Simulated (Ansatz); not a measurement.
# Zr$_{3}$Ti: computed properties

The calculation used Ansatz 0.2.0, DFT PBE, scalar-relativistic, plane waves, PAW.

Settings: cutoff 420 eV, Γ-centred mesh 10×10×14 on the computed 4-atom cell, Gaussian smearing of 0.10 eV; no spin polarisation.

The structure is relaxed at this level of theory with its symmetry kept, and needn't be the ground state of this composition.

Symmetry: Pm-3m, No. 221, cubic system. Conventional cell: a = 4.432 Å (cubic). Zr (site symmetry 4/mmm) has 8 Zr at 3.13 Å and 4 Ti at 3.13 Å as nearest neighbours. Ti (site symmetry m-3m) is surrounded by 12 Zr at 3.13 Å.

| Quantity | Value |
| --- | --- |
| Volume per atom | 21.76 Å³ |
| Formation energy from the elements' standard states (uncorrected) | +0.072 eV/atom |
| Kohn–Sham band gap | none (metal) |
| Density of states at the Fermi level | 6.9 states/eV per cell |
| Orbital (Löwdin) character within 0.5 eV of the Fermi level | Zr 4d 57 %, Ti 3d 30 %, unprojected 6 % |
| Bader charge by site (e) | Zr (3 in the cell) -0.05, Ti (1 in the cell) 0.14 |

Spin polarisation was left out, and a magnetic state may lie lower.

The cell was found from a structure generator's guess, not taken from experiment. Löwdin shares on free-atom orbitals overweight diffuse shells.
